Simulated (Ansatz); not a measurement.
CsPbCl$_{3}$:
```xyz
5
Lattice="5.7331 0.0000 0.0000 0.0000 5.7331 0.0000 0.0000 0.0000 5.7331" Properties=species:S:1:pos:R:3 pbc="T T T"
Pb     2.8666     2.8666     2.8666
Cl     0.0000     2.8666     2.8666
Cl     2.8666     0.0000     2.8666
Cl     2.8666     2.8666     0.0000
Cs     0.0000     0.0000     0.0000
```

The program Ansatz at the PBE level (PAW) gives a gap of 2.21 eV without spin–orbit coupling, maximum at R, minimum at R.

### Question
What happens when spin–orbit coupling is switched on?

### Answer
The gap falls by 1.24 eV, to 0.97 eV; maximum at R, minimum at R.

### Question
Give the electron effective mass with spin–orbit coupling.

### Answer
0.19 mₑ (isotropic).

### Question
Give the hole effective mass with spin–orbit coupling.

### Answer
0.18 mₑ (isotropic).

Space group Pm-3m (cubic perovskite). This is a known high-temperature phase of the composition, computed here at zero pressure and temperature. The cell was relaxed with PBE under the symmetry of its start; phonons on a q-mesh show weakly imaginary modes.

Potentials: the later of the program's two PAW sets.
